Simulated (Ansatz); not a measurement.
The relaxed structure here is a generated cell of GeRh3: the first start was made by a random draw of sites in a space group, and the end was not matched to a known phase here, so it may be hypothetical.

A relaxed structure of GeRh3. Space group Im-3m (No. 229), AFLOW prototype A3B_cI8_229_b_a (as in H3S). The numbers are results of r2SCAN (plane waves to 500 eV, PAW, scalar-relativistic; Ansatz, a program for electronic structure), not measurements.

```cif
data_GeRh3
_chemical_formula_sum 'Ge1 Rh3'
_space_group_name_H-M_alt 'P 1'
_space_group_IT_number 1
_cell_length_a 4.37610
_cell_length_b 4.37610
_cell_length_c 4.37610
_cell_angle_alpha 109.471
_cell_angle_beta 109.471
_cell_angle_gamma 109.471
loop_
_space_group_symop_operation_xyz
  'x, y, z'
loop_
_atom_site_label
_atom_site_type_symbol
_atom_site_fract_x
_atom_site_fract_y
_atom_site_fract_z
_atom_site_occupancy
Ge1 Ge 0.00000 0.00000 0.00000 1
Rh1 Rh 0.00000 0.50000 0.50000 1
Rh2 Rh 0.50000 0.00000 0.50000 1
Rh3 Rh 0.50000 0.50000 0.00000 1
```

```yaml
volume_per_atom: 16.13 Å³
band_gap: zero (metallic)
shortest_distances: Ge–Rh 2.53 Å; Rh–Rh 2.53 Å
k-mesh: 13×13×13
```

No spin polarisation in the result. The relaxed primitive cell holds an odd number of electrons. A magnetic state may lie lower.

The run could not lose the symmetry of its start, so the end can be a saddle point.

All atoms sit on sites fixed by symmetry, so only the cell could relax.
